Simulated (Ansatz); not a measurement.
PbI₂ (anatase, space group No. 141) at seven volumes, PBE in the plane-wave PAW code Ansatz, shape and atoms relaxed at each. One row is withheld.

```
V (Å³/atom)  P (GPa)
-----------  -------
45.267             ?
46.759          0.40
48.251          0.18
49.743          0.00
51.236         -0.18
52.728         -0.36
54.220         -0.56
```

### Question
Fit the shown pressures and predict the withheld one.

### Answer
P = (3/2)B₀(x^(7/2) − x^(5/2))[1 + (3/4)(B′ − 4)(x − 1)] with x = (V₀/V)^(2/3). Least squares on the six rows gives V₀ = 49.761 Å³/atom, B₀ = 6.4 GPa, B′ = -0.32. At V = 45.267, x = 1.0651 and P = 0.58 GPa. The run itself gave 0.66 GPa.

Space group I4_1/amd (anatase). The cell is a constructed one: a structure type filled with these elements; neither database checked (COD, Materials Project) lists it. It is not the phase usual at ambient conditions (space group No. 164). The PBE relaxation kept the symmetry of its start; its stability against distortions is not shown here. Scalar-relativistic: spin–orbit coupling is off unless named, which matters more the heavier the elements.

Potentials: the later of the program's two PAW sets.
